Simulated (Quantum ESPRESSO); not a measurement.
Band energies of GaN at -3 % isotropic strain

```
GaN
1.0
    0.00000     2.18231     2.18231
    2.18231     0.00000     2.18231
    2.18231     2.18231     0.00000
N Ga
1 1
Direct
  0.25000   0.25000   0.25000
  0.00000   0.00000   0.00000
```

norm-conserving PBE (stringent potentials; Quantum ESPRESSO, 114 Ry, without SOC); path ΓXWKΓLUWLK,UX; energies in eV from the valence-band maximum.

```
k (1/Å)  point  band 9  band 10  band 11  band 12  band 13  band 14  band 15  band 16
-------  -----  ------  -------  -------  -------  -------  -------  -------  -------
0.00         Γ  -13.23   -13.23     0.00     0.00     0.00     2.38    10.99    10.99
0.78            -13.17   -13.03    -3.76    -1.85    -1.85     4.91     7.99    11.79
1.44         X  -13.13   -11.51    -6.52    -3.05    -3.05     3.41     7.27    12.43
1.56            -13.13   -11.48    -6.50    -3.13    -3.11     3.58     7.39    12.39
2.16         W  -13.21   -11.12    -6.06    -4.12    -4.12     6.42     9.41    11.08
2.41            -13.19   -11.20    -6.17    -4.60    -3.12     5.84     8.93    11.42
2.67         K  -13.18   -11.27    -6.26    -4.77    -2.45     5.18     8.67    11.74
3.18            -13.25   -12.26    -5.63    -3.61    -1.16     7.25     7.85    10.14
3.89            -13.24   -13.22    -1.35    -0.42    -0.08     3.46    10.28    11.23
4.20         Γ  -13.23   -13.23     0.00     0.00     0.00     2.38    10.99    10.99
4.61            -13.23   -13.23    -2.32    -0.30    -0.30     3.92     9.91    11.38
5.34            -13.17   -12.02    -7.52    -1.07    -1.07     5.34     9.20    10.94
5.44         L  -13.17   -11.93    -7.68    -1.09    -1.09     5.35     9.20    10.91
6.03            -13.18   -11.49    -6.77    -3.89    -1.94     6.19     8.32    11.11
6.32         U  -13.18   -11.27    -6.26    -4.77    -2.45     5.18     8.67    11.74
6.73            -13.21   -11.14    -6.09    -4.35    -3.79     6.32     9.29    11.10
6.83         W  -13.21   -11.12    -6.06    -4.12    -4.12     6.42     9.41    11.08
7.39            -13.18   -11.63    -7.09    -3.01    -1.83     7.18     7.41    10.87
7.85         L  -13.17   -11.93    -7.68    -1.09    -1.09     5.35     9.20    10.91
8.03            -13.17   -11.88    -7.59    -1.48    -1.19     5.72     8.74    10.99
8.64            -13.18   -11.29    -6.30    -4.75    -2.32     5.44     8.72    11.55
8.73         K  -13.18   -11.27    -6.26    -4.77    -2.45     5.18     8.67    11.74
8.73         U  -13.18   -11.27    -6.26    -4.77    -2.45     5.18     8.67    11.74
9.24         X  -13.13   -11.51    -6.52    -3.05    -3.05     3.41     7.27    12.43
```

The PBE gap is direct, 2.38 eV at Γ.

Spin-orbit splittings are left out.

Geometry strained from the cell relaxed with PBEsol, atoms relaxed again.

This is not the ordinary phase of the substance; no match was found in the copy of COD used, and its stability was not checked.
